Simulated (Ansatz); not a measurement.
Mg₂Ge:
```yaml
crystal:
  lattice:
    - [0.00000, 3.21047, 3.21047]
    - [3.21047, 0.00000, 3.21047]
    - [3.21047, 3.21047, 0.00000]
  atoms:
    - { symbol: Mg, position: [0.75000, 0.75000, 0.75000] }
    - { symbol: Mg, position: [0.25000, 0.25000, 0.25000] }
    - { symbol: Ge, position: [0.00000, 0.00000, 0.00000] }
```

Relaxed with PBE. Special points in fractions of this cell's reciprocal vectors: Γ (0.000, 0.000, 0.000); X (0.500, 0.000, 0.500); U (0.625, 0.250, 0.625); K (0.375, 0.375, 0.750); L (0.500, 0.500, 0.500); W (0.500, 0.250, 0.750).

### Question
List the band energies nearest the valence-band maximum at these points for the program Ansatz at the PBE level (PAW).

### Answer
In eV from the valence-band maximum; about four levels below and three above (degenerate sets whole), none deeper than 8.9 eV; points with the same levels are listed once.

```json
[
 {"k": "Γ", "below": "0.00 0.00 0.00", "above": "0.95 2.79 2.79 2.79"},
 {"k": "X", "below": "-8.02 -4.48 -1.98 -1.98", "above": "0.16 0.52 7.80 7.80"},
 {"k": "U", "below": "-8.04 -4.05 -3.46 -1.65", "above": "0.70 3.08 5.95"},
 {"k": "L", "below": "-8.46 -4.79 -0.73 -0.73", "above": "0.94 2.74 2.74"},
 {"k": "W", "below": "-7.99 -3.64 -3.64 -2.66", "above": "2.77 3.68 3.72 3.72"}
]
```

Space group Fm-3m (anti-fluorite). The cell was relaxed with PBE under the symmetry of its start. Scalar-relativistic: spin–orbit coupling is off unless named, which matters more the heavier the elements.

Potentials: the later of the program's two PAW sets.
